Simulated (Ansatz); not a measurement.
ZnCdSe2:
```xyz
4
Lattice="4.1241 0.0000 0.0000 -2.0620 3.5715 0.0000 0.0000 0.0000 6.8296" Properties=species:S:1:pos:R:3 pbc="T T T"
Zn     0.0000     0.0000     0.0080
Cd     2.0620     1.1905     3.3696
Se     2.0620     1.1905     0.7467
Se     0.0000     0.0000     4.3992
```

Relaxed with PBEsol. Special points in fractions of this cell's reciprocal vectors: Γ (0.000, 0.000, 0.000); M (0.500, 0.000, 0.000); K (0.333, 0.333, 0.000); A (0.000, 0.000, 0.500); L (0.500, 0.000, 0.500); H (0.333, 0.333, 0.500).

List the band energies nearest the valence-band maximum at these points for the program Ansatz at the PBEsol level (PAW).

In eV from the valence-band maximum; about four levels below and three above (degenerate sets whole), none deeper than 8.9 eV; points with the same levels are listed once.

```
k                        below                above
-  ---------------------------  -------------------
Γ  -1.01 -1.01 -0.27 0.00 0.00  0.66 2.23 5.57 5.57
M      -3.13 -2.19 -1.70 -0.81       2.85 3.36 4.52
K      -3.59 -2.31 -2.22 -1.94       3.71 4.88 5.01
A      -0.80 -0.80 -0.26 -0.26       2.02 2.84 5.14
L      -1.85 -1.76 -1.58 -1.27       2.51 2.82 4.24
H      -3.11 -2.59 -1.46 -1.31       3.46 3.62 5.32
```

Space group P3m1. The workflow started from a Materials Project entry (that database holds measured and hypothetical structures alike); the Crystallography Open Database copy checked does not list it. Its standing as an ambient phase is unchecked. The PBEsol relaxation kept the symmetry of its start; of distortions, only those at the zone centre were tested. Spin–orbit coupling is left out wherever it is not named.

Potentials: the later of the program's two PAW sets.
